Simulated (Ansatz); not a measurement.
MgB$_{2}$ (AlB2 type, space group P6/mmm)

```yaml
crystal:
  lattice:
    - [3.06742, 0.00000, 0.00000]
    - [-1.53371, 2.65647, 0.00000]
    - [0.00000, 0.00000, 3.51484]
  atoms:
    - { symbol: Mg, position: [0.00000, 0.00000, 0.00000] }
    - { symbol: B, position: [0.33333, 0.66667, 0.50000] }
    - { symbol: B, position: [0.66667, 0.33333, 0.50000] }
```

The slice is a (-1 1 0 2) plane (indices of the conventional cell) through the point (0.667, 0.333, 0.500) (fractional), spanned by u = [110] and v = [1 -1 1] in vectors of this cell: u (3.07 Å) and v (6.37 Å, at 90° to u). It covers one period; positions are fractions (u, v).

Calculation: r2SCAN (plane waves to 500 eV, PAW, scalar-relativistic; Ansatz, an electronic-structure program). k mesh 17×17×13. Near the nuclei the fields are pseudised (PAW); where an atom keeps semicore shells as valence, they peak there. MgB2 was relaxed with its symmetry unable to fall.

Q: Predict the map of the valence electron density on the slice.

A: 
```
|========--::::::--======|
|++++==--::......::--==++|
|====--::..      ..::--==|
|==----::..      ..::----|
|----::::..      ..::::--|
|--::::..............::::|
|::::::..............::::|
|........................|
|........          ......|
|                        |
|                        |
|..                      |
|++--..              ..--|
|@@##--..          ..--##|
|@@%%==..  ......  ..==%%|
|##**::..............::**|
|::::......::::::......::|
|........::::--::::......|
|....::::----------::::..|
|::::----==========----::|
|========================|
|==++++++++++==++++++++++|
|==++++++==========++++++|
|::==++====------====++==|
```
Scale: ten equal steps from -1.00 (start of ' ') to 0.68 (end of '@'), in the order ' .:-=+*#%@'. Values: log₁₀ of the valence density in e/Å³. The map has 12 points along u (two characters each, u = 0 at the left) and 24 along v (v = 0 in the bottom row). The scale is logarithmic, as a density can span decades between atoms and voids.
